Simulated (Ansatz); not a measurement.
Start of a relaxation of Mg3Te2:

```
CELL_PARAMETERS angstrom
4.37520 0.00000 0.00000
-2.18760 3.78903 0.00000
0.00000 0.00000 7.60066
ATOMIC_POSITIONS crystal
Mg 0.50000 0.00000 0.50000
Mg 0.00000 0.50000 0.50000
Mg 0.50000 0.50000 0.50000
Te 0.00000 0.00000 0.28428
Te 0.00000 0.00000 0.71572
```

All numbers below come from DFT PBE, scalar-relativistic, plane waves, PAW (Ansatz 0.2.0). Cutoff 420 eV, Gaussian smearing, Γ-centred meshes. Cell and atoms relax first on a coarse mesh and then on a finer one. In between, the cell is made exact in the group found at 0.06 Å. In metals the finer mesh still leaves noise of several meV/atom or more. The steps can't lower the symmetry of their start. No spin polarisation.

A guess keeps its type if space group and coordination stay and the shape of the cell changes little (axis ratios within about 15 %, angles within 6°); the volume may change.

Q: Will the relaxed cell still be of the starting type?

A: It doesn't keep its type. The symmetry stays P6/mmm (No. 191). The volume per atom grows by 43.3 %, from 25.2 to 36.1 Å³. The shortest distance goes from 2.19 Å (Mg–Mg) to 2.92 Å (Mg–Mg). The ratio c/a of the conventional cell changes by a factor of 0.60. Counting neighbours within 15 % of an atom's shortest distance, the start has Mg 4, Te 6 and the end Mg 8, Te 8. In detail, at the end Mg has 4 Mg at 2.92 Å and 4 Te at 3.30 Å; Te has 2 Te at 3.05–3.08 Å and 6 Mg at 3.30 Å.

```cif
data_structure
_symmetry_space_group_name_H-M 'P6/mmm'
_symmetry_Int_Tables_number 191
_cell_length_a 5.8326
_cell_length_b 5.8326
_cell_length_c 6.1285
_cell_angle_alpha 90.000
_cell_angle_beta 90.000
_cell_angle_gamma 120.000
_cell_volume 180.56
loop_
_atom_site_label
_atom_site_type_symbol
_atom_site_symmetry_multiplicity
_atom_site_Wyckoff_symbol
_atom_site_fract_x
_atom_site_fract_y
_atom_site_fract_z
_atom_site_occupancy
Mg1 Mg 3 g 0.50000 0.00000 0.50000 1
Te1 Te 2 e 0.00000 0.00000 0.24903 1
```

Energies over the elements count from the elements' standard structures at the same level, with no fitted energy shifts.

Q: At what energy does it end?

A: −0.10 eV/atom.

The last run used a 6×6×6 mesh for its 5-atom cell and Gaussian smearing of 0.10 eV. These runs have no spin–orbit coupling, which can matter for Te. The reference form of Te is held partly by dispersion forces, which this level lacks. Symmetry constrained the relaxation, so the result can be a saddle point. Another cell of Mg3Te2 relaxed alike, in P4mm, lies 0.32 eV/atom lower, so this cell isn't the stable form at this level.
